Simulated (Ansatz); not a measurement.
## Cu$_{3}$Sn: zone-centre modes at 11 GPa

All numbers below come from DFT LDA, scalar-relativistic, plane waves, PAW (Ansatz). Cutoff 420 eV, 12×12×12 k-points (Γ-centred), Fermi-Dirac smearing of 0.15 eV. No spin polarisation. Phonons by linear response, acoustic sum rule imposed.

The cell, relaxed at 11 GPa:
```
Cu Sn
1.0
     0.00000    2.92739    2.92739
     2.92739    0.00000    2.92739
     2.92739    2.92739    0.00000
Cu Sn
3 1
Direct
  0.50000 0.50000 0.50000
  0.75000 0.75000 0.75000
  0.25000 0.25000 0.25000
  0.00000 0.00000 0.00000
```

In a metal, frequencies and elastic constants depend on the k mesh and the smearing, soft modes and shear constants most. Other phases may be more stable at this pressure.

Optical modes at Γ; i marks an imaginary frequency:
```
frequency (cm⁻¹) degeneracy
             156           3
             164           3
             224           3
```

All 9 optical modes at Γ are real: no displacement of atoms at fixed cell lowers the energy to second order. Strains and modes at other wave vectors aren't tested by this run.

Whether Cu3Sn exists in this form wasn't checked.

Cost: 1 run of about 3.2 core-minutes, on Arm Neoverse V1 (shared hosts).